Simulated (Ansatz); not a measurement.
How much do the gradients of Zr5Pt3 depend on the method?

Cell: a computed structure from the Materials Project (it need not be an observed phase), atoms as given.

```cif
data_Zr5Pt3
_symmetry_space_group_name_H-M 'Cmcm'
_symmetry_Int_Tables_number 63
_cell_length_a 14.3354
_cell_length_b 8.2932
_cell_length_c 5.4372
_cell_angle_alpha 90.000
_cell_angle_beta 90.000
_cell_angle_gamma 90.000
loop_
_atom_site_label
_atom_site_type_symbol
_atom_site_symmetry_multiplicity
_atom_site_Wyckoff_symbol
_atom_site_fract_x
_atom_site_fract_y
_atom_site_fract_z
Zr1 Zr 8 e 0.6666 0.0000 0.0000
Zr5 Zr 4 c 0.5000 0.2548 0.7500
Zr6 Zr 8 g 0.6226 0.6227 0.7500
Pt11 Pt 4 c 0.5000 0.8928 0.7500
Pt12 Pt 8 g 0.3035 0.3033 0.7500
```

One atom of each set is listed; the run and its k-mesh use a cell of 16 atoms with edges of 8.28, 8.28, 5.44 Å.

First run. Method: Kohn–Sham DFT in Ansatz, PBE, plane waves and PAW, scalar-relativistic, 420 eV cutoff, Γ-centred 5×5×6 k-points, Fermi–Dirac smearing 0.05 eV.

```json
{"site": "Zr1", "V_zz (10²¹ V/m²)": "12.46", "η": "0.01"}
{"site": "Zr5", "V_zz (10²¹ V/m²)": "-6.46", "η": "0.05"}
{"site": "Zr6", "V_zz (10²¹ V/m²)": "-6.37", "η": "0.05"}
{"site": "Pt11", "V_zz (10²¹ V/m²)": "8.10", "η": "0.82"}
{"site": "Pt12", "V_zz (10²¹ V/m²)": "8.11", "η": "0.88"}
```

Second run. The same atoms and settings, except that the functional is r2SCAN and the cutoff is 500 eV.

(1) What does the second run give?

## Answers

(1) 

```tsv
site	V_zz	η	change of V_zz
Zr1	13.89	0.01	+1.43
Zr5	-6.57	0.14	-0.11
Zr6	-6.48	0.15	-0.11
Pt11	10.69	0.57	+2.59
Pt12	10.67	0.61	+2.56
```

The largest change of V_zz is on Pt11, from 8.10 to 10.69. In per cent, |V_zz| changes by +2 to +11 on Zr, +32 on Pt (all sites that start above 2). Where |V_zz| stays above 0.1, η moves most on Pt12, from 0.88 to 0.61.

With no gap above 0.1 eV, as in a metal, the gradients converge slowly in k; expect changes of a tenth or more on a denser mesh. Spin–orbit coupling is left out, which shifts gradients on Pt by a few per cent in wide-gap crystals, and can shift them far more where the calculated gap is small or absent, as here.
For the second run: With these PAW files V_zz is typically within 2 to 3 % of all-electron values, but misses above 10 % occur on Pt.
